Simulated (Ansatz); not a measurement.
LiIn:
```yaml
crystal:
  lattice:
    - [0.00000, 3.41269, 3.41269]
    - [3.41269, 0.00000, 3.41269]
    - [3.41269, 3.41269, 0.00000]
  atoms:
    - { symbol: Li, position: [0.50000, 0.50000, 0.50000] }
    - { symbol: Li, position: [0.75000, 0.75000, 0.75000] }
    - { symbol: In, position: [0.00000, 0.00000, 0.00000] }
    - { symbol: In, position: [0.25000, 0.25000, 0.25000] }
```

Relaxed with r²SCAN. Special points in fractions of this cell's reciprocal vectors: Γ (0.000, 0.000, 0.000); X (0.500, 0.000, 0.500); U (0.625, 0.250, 0.625); K (0.375, 0.375, 0.750); L (0.500, 0.500, 0.500); W (0.500, 0.250, 0.750).

Q: List the band energies nearest the Fermi level at these points for r²SCAN (plane waves, PAW; program Ansatz).

A: In eV from the Fermi level; about four levels below and three above (degenerate sets whole), none deeper than 8.9 eV; points with the same levels are listed once.

```json
[
 {"k": "Γ", "below": "–", "above": "0.53 0.53 0.53"},
 {"k": "X", "below": "-3.09 -3.09 -0.05 -0.05", "above": "6.96 6.96 7.39 7.39"},
 {"k": "U", "below": "-7.12 -6.30 -3.98 -2.63", "above": "0.10 2.26 4.89"},
 {"k": "L", "below": "-8.19 -6.00 -1.03 -1.03", "above": "0.05 1.01 1.01"},
 {"k": "W", "below": "-6.67 -6.67 -3.65 -3.65", "above": "2.08 2.08 3.36 3.36"}
]
```

Space group Fd-3m. The workflow started from a Materials Project entry (that database holds measured and hypothetical structures alike); the Crystallography Open Database files this formula in space group No. 227, but the cells were not matched. Whether it is the stable phase at ambient conditions was not checked. Symmetry was held in the r²SCAN relaxation; its stability against distortions is not shown here. Spin–orbit coupling is left out wherever it is not named.

Potentials: the later of the program's two PAW sets.
